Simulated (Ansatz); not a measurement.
The calculation used DFT PBE, scalar-relativistic, plane waves, PAW (Ansatz). All cells share a 420 eV cutoff and Γ-centred k meshes spaced at most about 0.3 Å⁻¹ (about 0.25 or finer for metals, 2π included). No spin polarisation in the final relaxations.

These are static total energies at zero pressure.

Two relaxed structures of Rb4SrSn:

A.

Space group P6/mmm (No. 191). a = 6.995 Å, b = 6.995 Å, c = 7.826 Å, α = 90.00°, β = 90.00°, γ = 120.00°
```tsv
atom	site	symmetry	x	y	z
Rb	4h	3m.	0.3333	0.6667	0.7718
Sr	1b	6/mmm	0.0000	0.0000	0.5000
Sn	1a	6/mmm	0.0000	0.0000	0.0000
```

B.

Space group F-43m (No. 216). a = 11.216 Å, b = 11.216 Å, c = 11.216 Å, α = 90.00°, β = 90.00°, γ = 90.00°
| atom | site | symmetry | x | y | z |
| --- | --- | --- | --- | --- | --- |
| Rb | 16e | .3m | 0.6272 | 0.1272 | 0.1272 |
| Sr | 4c | -43m | 0.2500 | 0.2500 | 0.2500 |
| Sn | 4a | -43m | 0.0000 | 0.0000 | 0.0000 |

Question: Which form is favoured at zero pressure, and by what margin per atom?

Answer: A is lower, by 216 meV/atom. A has space group P6/mmm (No. 191), 55.3 Å³/atom and no gap on its mesh; B has space group F-43m (No. 216), 58.8 Å³/atom and no gap. Counting all near atoms (those within 1.25 times the shortest distance at each site; a plus sign parts nearer from farther groups), A has Rb 1+7, Sr 2+12, Sn 2+12 and B has Rb 6+6, Sr 16, Sn 16. The denser one is the lower, and pressure would at first widen the difference. Even the lower one lies +0.07 eV/atom against the reference forms of the elements (uncorrected), so neither is stable at this level. In A, Rb has 1 Rb at 3.57 Å, 3 Rb at 4.04 Å, 1 Rb at 4.25 Å, 3 Sn at 4.42 Å and 3 Sr at 4.56 Å; Sr is surrounded by 2 Sn at 3.91 Å and 12 Rb at 4.56 Å; Sn is surrounded by 2 Sr at 3.91 Å and 12 Rb at 4.42 Å. In B, Rb has 6 Rb at 3.90–4.03 Å, 3 Sn at 4.64 Å and 3 Sr at 4.66 Å; around Sr lie 12 Rb at 4.66 Å and 4 Sn at 4.86 Å; Sn has 12 Rb at 4.64 Å and 4 Sr at 4.86 Å. Both come from invented guesses.

Cells relaxed within their symmetry can be saddle points.
